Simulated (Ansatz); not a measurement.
The numbers come from plane-wave PAW DFT (Ansatz): r2SCAN, no spin polarisation, 500 eV, 5×4×5 Γ-centred k points, fermi-dirac occupations (width 0.1 eV). Nothing was relaxed.

Computed maps in the lattice plane spanned by b (left to right, 5.78 Å, 18 points from zero) and c (bottom to top, 5.03 Å, 15 points from zero), 90° apart, at height 0.254 along a. The fields are smooth PAW ones with compensation charges, not the true ones near nuclei.

Valence density. Digits on a logarithmic scale: 0 up to 0.03 e/Å³, each further digit a factor of 1.6, 9 from 1.3 e/Å³ up:
```
999996435899997446
899986545899997546
688866555799986545
455555654567766544
433345554344445554
532345565322345776
753356887532357999
964469999743458999
964579999854468999
754579999855567999
544567998655666676
445555665445554444
456654333345554323
688864323467754324
899985334699985335
```

Q: The cell is RuWO4. Which atoms lie within 0.2 Å of this plane, and where (fractions of b and c)?

A: O at (0.38, 0.39), O at (0.62, 0.89), O at (0.11, 0.93), O at (0.89, 0.43). The whole cell:
```
CELL_PARAMETERS angstrom
4.74619 0.00000 0.00000
0.00000 5.78034 0.00000
0.00000 0.00000 5.03250
ATOMIC_POSITIONS crystal
O 0.25400 0.37570 0.39390
O 0.74600 0.37570 0.10610
O 0.74600 0.62430 0.60610
O 0.25400 0.62430 0.89390
W 0.00000 0.17730 0.25000
W 0.00000 0.82270 0.75000
O 0.21760 0.10800 0.93210
O 0.78240 0.10800 0.56790
O 0.78240 0.89200 0.06790
O 0.21760 0.89200 0.43210
Ru 0.50000 0.67120 0.25000
Ru 0.50000 0.32880 0.75000
```

Origin: a known structure type with other elements, at an estimated volume, so it need not be a known compound. Caveats: atoms or cell far from equilibrium.
